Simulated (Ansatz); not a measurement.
The cell whose phonons are given is a generated cell of SrTiO3: the first start was made by placing the elements on the sites of a structure type, and the end was not matched to a known phase here, so it may be hypothetical. Known forms of SrTiO3 include space group No. 221.

Phonons of a relaxed structure of SrTiO3 by density-functional perturbation theory (low response-accuracy setting, no LO–TO term) at the zone centre. Computed with PBEsol (plane waves to 420 eV, PAW, scalar-relativistic; Ansatz, a program for electronic structure). Γ-centred k-mesh 6×6×6, Fermi–Dirac smearing 0.05 eV.

```
SrTiO3
1.0
    2.75357     1.58978     4.48827
   -2.75357     1.58978     4.48827
    0.00000    -3.17955     4.48827
Sr Ti O
2 2 6
Cartesian
  0.00000   0.00000   3.54145
  0.00000   0.00000  10.27385
  0.00000   0.00000   0.18834
  0.00000   0.00000   6.92074
  1.45013   0.66499   5.71485
 -1.30097   0.92335   5.71485
 -0.14916  -1.58835   5.71485
  0.14916   1.59121   7.95899
 -1.45261  -0.66642   7.95899
  1.30345  -0.92478   7.95899
```

Space group R3c (No. 161).

Are there soft modes? Where, and how strong?

No instability shows at these points (nothing beyond 15i cm⁻¹, the threshold used here). Other wavevectors were not sampled, so this does not prove stability.

Give the phonon wavenumbers.


| q | wavenumbers (cm⁻¹; i marks imaginary) |
|---|---|
| Γ | 0 (×3), 24 (×2), 103 (×2), 106, 120, 131, 141 (×2), 170 (×2), 179, 247 (×2), 262, 391 (×2), 421, 426, 431 (×2), 515 (×2), 530 (×2), 532, 823 |

No spin polarisation in the result.
